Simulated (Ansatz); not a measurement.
Mg$_{6}$Ni$_{16}$Ge$_{7}$:
```yaml
crystal:
  lattice:
    - [0.00000, 5.71813, 5.71813]
    - [5.71813, 0.00000, 5.71813]
    - [5.71813, 5.71813, 0.00000]
  atoms:
    - { symbol: Mg, position: [0.70529, 0.70529, 0.29471] }
    - { symbol: Mg, position: [0.29471, 0.29471, 0.70529] }
    - { symbol: Mg, position: [0.29471, 0.70529, 0.70529] }
    - { symbol: Mg, position: [0.70529, 0.29471, 0.29471] }
    - { symbol: Mg, position: [0.70529, 0.29471, 0.70529] }
    - { symbol: Mg, position: [0.29471, 0.70529, 0.29471] }
    - { symbol: Ni, position: [0.33063, 0.00811, 0.33063] }
    - { symbol: Ni, position: [0.66937, 0.99189, 0.66937] }
    - { symbol: Ni, position: [0.66937, 0.66937, 0.66937] }
    - { symbol: Ni, position: [0.33063, 0.33063, 0.33063] }
    - { symbol: Ni, position: [0.00811, 0.33063, 0.33063] }
    - { symbol: Ni, position: [0.99189, 0.66937, 0.66937] }
    - { symbol: Ni, position: [0.66937, 0.66937, 0.99189] }
    - { symbol: Ni, position: [0.33063, 0.33063, 0.00811] }
    - { symbol: Ni, position: [0.11856, 0.64432, 0.11856] }
    - { symbol: Ni, position: [0.88144, 0.35568, 0.88144] }
    - { symbol: Ni, position: [0.88144, 0.88144, 0.88144] }
    - { symbol: Ni, position: [0.11856, 0.11856, 0.11856] }
    - { symbol: Ni, position: [0.64432, 0.11856, 0.11856] }
    - { symbol: Ni, position: [0.35568, 0.88144, 0.88144] }
    - { symbol: Ni, position: [0.88144, 0.88144, 0.35568] }
    - { symbol: Ni, position: [0.11856, 0.11856, 0.64432] }
    - { symbol: Ge, position: [0.00000, 0.00000, 0.00000] }
    - { symbol: Ge, position: [0.00000, 0.00000, 0.50000] }
    - { symbol: Ge, position: [0.50000, 0.50000, 0.00000] }
    - { symbol: Ge, position: [0.50000, 0.00000, 0.00000] }
    - { symbol: Ge, position: [0.00000, 0.50000, 0.50000] }
    - { symbol: Ge, position: [0.00000, 0.50000, 0.00000] }
    - { symbol: Ge, position: [0.50000, 0.00000, 0.50000] }
```

Relaxed with r²SCAN. Special points in fractions of this cell's reciprocal vectors: Γ (0.000, 0.000, 0.000); X (0.500, 0.000, 0.500); U (0.625, 0.250, 0.625); K (0.375, 0.375, 0.750); L (0.500, 0.500, 0.500); W (0.500, 0.250, 0.750).

Q: List the band energies nearest the Fermi level at these points for r²SCAN (plane waves, PAW; program Ansatz).

A: In eV from the Fermi level; about four levels below and three above (degenerate sets whole), none deeper than 8.9 eV; points with the same levels are listed once.

```json
[
 {"k": "Γ", "below": "-0.76 -0.76 -0.76 -0.24 -0.24 -0.24", "above": "0.02 0.02 0.02"},
 {"k": "X", "below": "-0.55 -0.55 -0.40 -0.26 -0.26", "above": "0.12 0.79 0.79"},
 {"k": "U", "below": "-0.32 -0.32 -0.31 -0.16 -0.04", "above": "0.12 0.43 0.52"},
 {"k": "L", "below": "-0.27 -0.27 -0.09 -0.09", "above": "0.16 0.30 0.56 0.56"},
 {"k": "W", "below": "-0.31 -0.31 -0.30 -0.12", "above": "0.22 0.27 0.27"}
]
```

Space group Fm-3m. The workflow started from a Materials Project entry (that database holds measured and hypothetical structures alike); the Crystallography Open Database copy checked does not list it. Whether it is the stable phase at ambient conditions was not checked. The r²SCAN relaxation kept the symmetry of its start; its stability against distortions is not shown here. The run is not spin-polarised. Spin–orbit coupling is left out wherever it is not named.

Potentials: the later of the program's two PAW sets.
